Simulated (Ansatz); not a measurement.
TaAs in space group I4_1md (No. 109; Ta on 4a, As on 4a) under volume change, DFT-PBE in the program Ansatz with PAW potentials, shape and atoms relaxed at each volume.

```tsv
V (Å³/atom)	E − E(relaxed) (meV/atom)	P (GPa)
16.006	91.3	20.09
16.534	38.3	12.30
17.062	9.1	5.66
17.589	0.0	0.00
18.117	8.1	-4.82
18.645	31.0	-8.92
19.172	66.2	-12.41
```

What does a third-order Birch–Murnaghan fit give for V₀, B₀ and B′?

V₀ = 17.59 Å³/atom, B₀ = 174 GPa, B′ = 4.3.

The PBE relaxation kept the symmetry of its start; of distortions, only those at the zone centre were tested. The run is not spin-polarised. Scalar-relativistic: spin–orbit coupling is off unless named, which matters more the heavier the elements.

Potentials: the later of the program's two PAW sets.
